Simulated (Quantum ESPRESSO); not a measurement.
Field gradients of PbI$_{2}$ from PBE PAW (JTH datasets; density from pw.x of a modified build of Quantum ESPRESSO, gradients reconstructed from it by a script), 20 Ha, k-mesh 6×6×3 through Γ:

```yaml
crystal:
  lattice:
    - [4.61269, 0.00000, 0.00000]
    - [-2.30635, 3.99471, 0.00000]
    - [0.00000, 0.00000, 7.25703]
  atoms:
    - { symbol: Pb, position: [0.00000, 0.00000, 0.00000] }
    - { symbol: I, position: [0.66667, 0.33333, 0.74095] }
    - { symbol: I, position: [0.33333, 0.66667, 0.25905] }
```
The cell comes from the Materials Project (a computed structure). It is PbI2 in P-3m1. Stability against distortions was not tested. The layers lie 3.5 Å apart; this gap hangs on dispersion, and neither it nor the stacking was checked against the measured crystal.

Vzz is the sum of three terms, each taken along its main axis: the smooth valence density, the ions (nucleus and frozen core) with the augmentation charges of all other spheres, and the all-electron minus smooth density in the atom's own sphere. The split hangs on the datasets.  Cores are frozen. Pb, I had no test against all-electron runs. Spin–orbit coupling is left out, a limit on Pb, I.

```tsv
site	smooth valence density	ions and other spheres	own sphere	Vzz (a.u.)
Pb (atom 1)	0.044	-0.044	___	___
I (atoms 2, 3)	-0.003	0.004	___	___
```

Question: Complete the blanks.

Answer: 
- Pb (atom 1), own sphere: 0.150
- Pb (atom 1), Vzz (a.u.): 0.151
- I (atoms 2, 3), own sphere: 0.084
- I (atoms 2, 3), Vzz (a.u.): 0.085
